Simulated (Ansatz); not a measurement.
Relaxed-ion elastic tensor of BN in space group P6_3mc (No. 186; Pearson symbol hP12) in GPa (Voigt order), plane-wave PAW r²SCAN (Ansatz code); density 3.50 g/cm³, 5.88 Å³ per atom.

```
 963   139  73.1   0.0   0.0   0.0
 139   963  73.1   0.0   0.0   0.0
73.1  73.1  1030   0.0   0.0   0.0
 0.0   0.0   0.0   364   0.0   0.0
 0.0   0.0   0.0   0.0   364   0.0
 0.0   0.0   0.0   0.0   0.0   412
```

Task: Is the crystal mechanically stable?

Result: Yes: the smallest eigenvalue of C is 364 GPa.

Task: Work out the Voigt, Reuss and Hill averages.

Result: K_V = 392, K_R = 392, K_H = 392; G_V = 406, G_R = 402, G_H = 404 GPa.

Task: Give Young's modulus, Poisson's ratio, Pugh's ratio and the universal anisotropy index.

Result: E = 9KG/(3K + G) = 902 GPa; ν = 0.12; K/G = 0.97 (brittle by the Pugh limit of 1.75); A_U = 5G_V/G_R + K_V/K_R − 6 = 0.05.

Task: Estimate the sound speeds and the Debye temperature.

Result: v_l = √((K + 4G/3)/ρ) = 16300 m/s, v_t = √(G/ρ) = 10700 m/s, mean 11800 m/s; Θ = (h/k)(3n/4πV)^(1/3) v_m = 1940 K.

Task: How much does each axis shrink under pressure?

Result: Linear compressibilities β_i = Σ_j S_ij (j = 1 to 3): x 0.85, y 0.85, z 0.85 per TPa.

The cell is a constructed one: a structure type filled with these elements. Its sites differ from those of the usual phase in this space group: another stacking or structure type. The cell was relaxed with r²SCAN under the symmetry of its start; whether a distortion lowers the energy is not shown.

Potentials: the later of the program's two PAW sets.
